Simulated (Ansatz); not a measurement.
Problem. Each is relaxed and computed with r²SCAN (plane waves, PAW; program Ansatz). Which is the only one with a gap?
A. EuFe2P2, I4/mmm (Eu on 2a, Fe on 4d, P on 4e)
B. Rb2P2Pd, Cmcm (Rb on 4c, Rb on 4c, P on 8g, Pd on 4a)
C. InPPd5, P4/mmm (In on 1c, P on 1b, Pd on 4i, Pd on 1a)
D. YbBPd3, cubic perovskite

Solution. B, Rb2P2Pd, Cmcm (Rb on 4c, Rb on 4c, P on 8g, Pd on 4a). Rb2P2Pd: gap 1.25 eV (indirect); InPPd5: metal; EuFe2P2: metal; YbBPd3: metal. Caveat: open 4f shells can settle in a state that is not the lowest. Spin orders computed, not proven ground states: EuFe2P2, I4/mmm (Eu on 2a, Fe on 4d, P on 4e) ferromagnetic; YbBPd3, cubic perovskite ferromagnetic. Standing as an ambient phase not checked: Rb2P2Pd, Cmcm (Rb on 4c, Rb on 4c, P on 8g, Pd on 4a); InPPd5, P4/mmm (In on 1c, P on 1b, Pd on 4i, Pd on 1a); EuFe2P2, I4/mmm (Eu on 2a, Fe on 4d, P on 4e); YbBPd3, cubic perovskite. All cells were relaxed under the symmetry of their starts (and spin orders); stability against distortions was not tested throughout. Rows with no word on spin ran without spin polarisation. No Hubbard U is applied. Scalar-relativistic: spin–orbit coupling is off unless named, which matters more the heavier the elements.

Potentials: the later of the program's two PAW sets.
